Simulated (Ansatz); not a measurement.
Zr:
```cif
data_Zr2
_chemical_formula_sum 'Zr2'
_space_group_name_H-M_alt 'P63/mmc'
_space_group_IT_number 194
_space_group_name_Hall '-P 6c 2c'
_cell_length_a 3.24663
_cell_length_b 3.24663
_cell_length_c 5.15184
_cell_angle_alpha 90.000
_cell_angle_beta 90.000
_cell_angle_gamma 120.000
loop_
_atom_site_label
_atom_site_type_symbol
_atom_site_symmetry_multiplicity
_atom_site_Wyckoff_symbol
_atom_site_fract_x
_atom_site_fract_y
_atom_site_fract_z
_atom_site_occupancy
Zr1 Zr 2 d 0.66667 0.33333 0.25000 1
```

Relaxed at zero pressure with plane-wave PAW r²SCAN (Ansatz code).

### Question
The volume is raised by 3 % and shape and atoms relax at that volume. What pressure results, and how do the axes share the change?

### Answer
-2.7 GPa; a 1.0 %, b 1.0 %, c 0.9 %; the energy rises by 6 meV/atom.

### Question
Give the new structure.

### Answer

Space group P6₃/mmc (No. 194); a = b = 3.280 Å, c = 5.199 Å, α = β = 90.00°, γ = 120.00°

```csv
atom,site,symmetry,x,y,z
Zr,2d,-6m2,0.6667,0.3333,0.2500
```

The phase is kept; no other phase was compared at this pressure.

Space group P6_3/mmc (hcp (Mg type)). The cell was relaxed with r²SCAN under the symmetry of its start; of distortions, only those at the zone centre were tested. No spin polarisation was allowed. Axis ratios of metals converge slowly with the k-mesh, so a and c are less sure than the volume.

Potentials: the later of the program's two PAW sets.
